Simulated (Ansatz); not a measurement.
CdF$_{2}$:
```cif
data_Cd4F8
_chemical_formula_sum 'Cd4 F8'
_space_group_name_H-M_alt 'Fm-3m'
_space_group_IT_number 225
_space_group_name_Hall '-F 4 2 3'
_cell_length_a 5.38847
_cell_length_b 5.38847
_cell_length_c 5.38847
_cell_angle_alpha 90.000
_cell_angle_beta 90.000
_cell_angle_gamma 90.000
loop_
_atom_site_label
_atom_site_type_symbol
_atom_site_symmetry_multiplicity
_atom_site_Wyckoff_symbol
_atom_site_fract_x
_atom_site_fract_y
_atom_site_fract_z
_atom_site_occupancy
Cd1 Cd 4 a 0.00000 0.00000 0.00000 1
F1 F 8 c 0.25000 0.25000 0.25000 1
```
(The calculation used a cell of 3 atoms; values per cell refer to that cell.)

Relaxed with r²SCAN.

### Question
Tabulate the valence density and the electron localisation function along the shortest Cd–F contact (2.33 Å), r²SCAN (plane waves, PAW; program Ansatz).

### Answer


| distance from Cd (Å) | density (e/Å³) | ELF |
|---|---|---|
| 0.23 | 21.14 | 0.83 |
| 0.35 | 15.96 | 0.72 |
| 0.47 | 10.75 | 0.62 |
| 0.58 | 6.44 | 0.54 |
| 0.70 | 3.43 | 0.46 |
| 0.82 | 1.67 | 0.36 |
| 0.93 | 0.80 | 0.23 |
| 1.05 | 0.43 | 0.11 |
| 1.17 | 0.31 | 0.07 |
| 1.28 | 0.31 | 0.11 |
| 1.40 | 0.42 | 0.32 |
| 1.52 | 0.68 | 0.62 |
| 1.63 | 1.21 | 0.78 |
| 1.75 | 2.30 | 0.82 |
| 1.87 | 4.37 | 0.80 |
| 1.98 | 7.40 | 0.73 |
| 2.10 | 10.65 | 0.61 |

The density is the valence pseudo-density with augmentation charge, so density and ELF within about 1 Å of a nucleus are not all-electron values.

Symmetry was held in the r²SCAN relaxation; phonons on a q-mesh show no instability.

Potentials: the later of the program's two PAW sets.
